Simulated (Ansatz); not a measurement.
The relaxed structure here is a generated cell of CuI: the first start was made by placing the elements on the sites of a structure type, and the end was not matched to a known phase here, so it may be hypothetical. Known forms of CuI include space group No. 216.

A structure of CuI relaxed with PBEsol (plane waves to 420 eV, PAW, scalar-relativistic; Ansatz, a quantum-chemistry and plane-wave program); single points at other levels follow on the same geometry (Ansatz, PAW; HSE06 at 420 eV on a 6×6×4 k-mesh; no spin-orbit coupling). Space group P6₂22 (No. 180).

```cif
data_Cu3I3
_chemical_formula_sum 'Cu3 I3'
_space_group_name_H-M_alt 'P 1'
_space_group_IT_number 1
_cell_length_a 4.16208
_cell_length_b 4.16208
_cell_length_c 9.51129
_cell_angle_alpha 90.000
_cell_angle_beta 90.000
_cell_angle_gamma 120.000
loop_
_space_group_symop_operation_xyz
  'x, y, z'
loop_
_atom_site_label
_atom_site_type_symbol
_atom_site_fract_x
_atom_site_fract_y
_atom_site_fract_z
_atom_site_occupancy
Cu1 Cu 0.50000 0.00000 0.00000 1
Cu2 Cu 0.00000 0.50000 0.66667 1
Cu3 Cu 0.50000 0.50000 0.33333 1
I1 I 0.50000 0.00000 0.50000 1
I2 I 0.00000 0.50000 0.16667 1
I3 I 0.50000 0.50000 0.83333 1
```

```
level   gap (eV)      kind  conduction minimum
------  --------  --------  ------------------
PBEsol      0.65  indirect                   Γ
HSE06          ?         –                   ?
```

Question: Some entries are withheld; supply them.

Answer: 
- HSE06, gap (eV): 2.15
- HSE06, conduction minimum: Γ

HSE06 gaps come from a coarse mesh plus a few chosen points, so they may be too large. No spin polarisation in the result.

The run could not lose the symmetry of its start; a randomly shaken copy of 12 atoms returns to this structure.
